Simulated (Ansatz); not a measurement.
Level of theory: Ansatz, DFT PBE, scalar-relativistic, plane waves, PAW. Settings: cutoff 420 eV, Γ-centred meshes spaced at most about 0.3 Å⁻¹, and about 0.25 Å⁻¹ or finer for metals (2π included), Gaussian smearing. Collinear spin in cells that started with moments and kept them past the coarse steps, no spin elsewhere.

All energies are static (0 K, no zero-point motion).

Compare these two cells of Na₂Al₂O, each relaxed at this level.

A. (no spin)

```xyz
5
Lattice="3.0171 0.0000 0.0000 -1.5085 2.6129 0.0000 0.0000 0.0000 11.3523" Properties=species:S:1:pos:R:3 pbc="T T T"
Na    1.5085    0.8710    4.1274
Na    0.0000    1.7419    7.2249
Al    1.5085    0.8710    9.9446
Al    0.0000    1.7419    1.4077
O     0.0000    0.0000    0.0000
```

B. (site moments O 0.4 μB)

```xyz
5
Lattice="3.5170 0.0000 0.0000 0.0000 3.5170 0.0000 0.0000 0.0000 8.8649" Properties=species:S:1:pos:R:3 pbc="T T T"
Na    0.0000    0.0000    5.6666
Na    0.0000    0.0000    3.1983
Al    0.0000    1.7585    0.0000
Al    1.7585    0.0000    0.0000
O     1.7585    1.7585    4.4324
```

**Question.** Which would you expect to be lower, and how large is the difference?

**Answer.** A is lower, by 0.35 eV/atom. A has space group P-3m1 (No. 164), 17.9 Å³/atom and no gap on its mesh; B has space group P4/mmm (No. 123), 21.9 Å³/atom and no gap. Counting Al or Na atoms around O (for each partner element, those within 1.25 times its shortest distance or 1.15 times the sum of covalent radii, where it is the nearest in units of that sum or under 1.3; the shortest distance is added where it is long for a bond), A has O 6 from 2.2 Å and B has O 8 from 2.8 Å. Their magnetic states differ too. The denser one is the lower, and pressure would at first widen the difference. In A, Na has 6 Na at 3.02 Å, 3 Al at 3.23 Å and 3 Na at 3.55 Å; Al is surrounded by 3 O at 2.24 Å, 6 Al at 3.02 Å and 3 Na at 3.23 Å; O has 6 Al at 2.24 Å. In B, around Na lie 1 Na at 2.47 Å, 4 O at 2.78 Å and 4 Na at 3.52 Å; Al is surrounded by 4 Al at 2.49 Å; O is surrounded by 8 Na at 2.78 Å and 4 O at 3.52 Å. Both come from invented guesses.

The magnetic state reached may not be the lowest. Cells relaxed within their symmetry can be saddle points. Some types were kept out of the candidates beforehand, so the set may lack a known form.
